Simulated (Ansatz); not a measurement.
**SiO2 — electric field gradients**

The cell is a COD entry.

```xyz
12
Lattice="4.9727 0.0000 0.0000 0.0000 4.9727 0.0000 0.0000 0.0000 6.9257" Properties=species:S:1:pos:R:3 pbc="T T T"
Si    1.4953    1.4953    0.0000
Si    0.9911    3.9816    1.7314
Si    3.4774    3.4774    3.4628
Si    3.9816    0.9911    5.1943
O     1.1885    0.5177    1.2376
O     1.9687    3.6748    2.9690
O     3.7842    4.4550    4.7005
O     3.0040    1.2979    6.4319
O     3.6748    1.9687    3.9567
O     4.4550    3.7842    2.2252
O     1.2979    3.0040    0.4938
O     0.5177    1.1885    5.6881
```

Atom numbers follow the list; atoms alike are taken as one site, whose name carries the number of the first.

Level of theory: DFT, PBE, plane waves and PAW, scalar-relativistic, 420 eV cutoff, Γ-centred 6×6×5 k-points, Fermi–Dirac smearing 0.02 eV (Ansatz 0.2.0).

Conventions: |V_zz| ≥ |V_yy| ≥ |V_xx|, η = (V_xx − V_yy)/V_zz, C_Q = eQV_zz/h. Directions are in the Cartesian axes of the cell vectors above, for the atom listed; none is given where the gradient is under 0.02 or η is above 0.95.

| site | first atom | first shell | V_zz (10²¹ V/m²) | η | direction of V_zz (x, y, z) |
| --- | --- | --- | --- | --- | --- |
| Si | 1 | 4 O at 1.60–1.61 Å | 0.52 | 0.99 | – |
| O | 5 | 2 Si at 1.60–1.61 Å, angle 147° | 9.10 | 0.14 | 0.17 0.81 -0.57 |

At O V_zz runs parallel to the line that joins its two neighbours (within 1°).

The calculated pressure of 8 GPa (PBE) comes largely from the unrelaxed atoms: it is 1.2 GPa once they are relaxed in the same cell. The largest force is 0.5 eV/Å, so the atoms aren't at the calculated equilibrium and relaxing them would move these values. Where η is near 1 the sign of V_zz means little.

The run took 8.4 s of wall time (32 s of CPU time) and 0.53 GiB at its peak, on 4 threads of Arm Neoverse V1 (aarch64; 8 cores open to the job, memory cap 8.0 GiB, no GPU), a shared host with a load of 0.3 a core.
